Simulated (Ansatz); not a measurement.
# Convergence of TaRe with the plane-wave cutoff

These are results of DFT PBEsol, scalar-relativistic, plane waves, PAW (Ansatz 0.2.0), not measurements.

```xyz
2
Lattice="1.6177 -2.2605 0.0121 1.6027 2.2500 0.0019 0.0195 -0.0099 4.5115" Properties=species:S:1:pos:R:3 pbc="T T T"
Ta    1.6626   -0.0570    2.4260
Re    0.0644   -0.1298   -0.1002
```

* Γ-centred k-mesh: 12×12×6
* occupation rule: Gaussian smearing, 0.1 eV
* spin treatment: unpolarised
* valence charge of the PAW sets: Ta 13, Re 15

The atoms are held and the plane-wave cutoff is swept. Energies are extrapolated to zero smearing and count from the reference run, 600 eV. The cell was strained and its atoms displaced at random, so that forces don't vanish. Spin–orbit coupling is left out. Pressure is positive in compression and holds a correction for the finite cutoff (Pulay stress).

Task: Tried: 200, 250, 300, 350, 420, 600 eV. From which plane-wave cutoff on does the energy per atom stay within 100, 10 and 1 meV of the reference?

Result: 300 for 100 meV, 350 for 10 meV, none but the reference for 1 meV. The reference itself isn't shown to be converged. At 350 eV, where the energy is within 10 meV, force components already agree to within 0.004 eV/Å, where the largest force is 3.305 eV/Å.

```
cutoff (eV)  ΔE (meV/atom) P (GPa) largest change of a force component (eV/Å) plane waves at Γ
        200           3830     2.96                                       0.438               197
        250            593     2.85                                       0.027               291
        300           71.0     1.64                                       0.016               389
        350           9.48     1.42                                       0.004               479
        420           1.86     1.37                                       0.000               643
        600           0.00     1.35                                       0.000              1099
```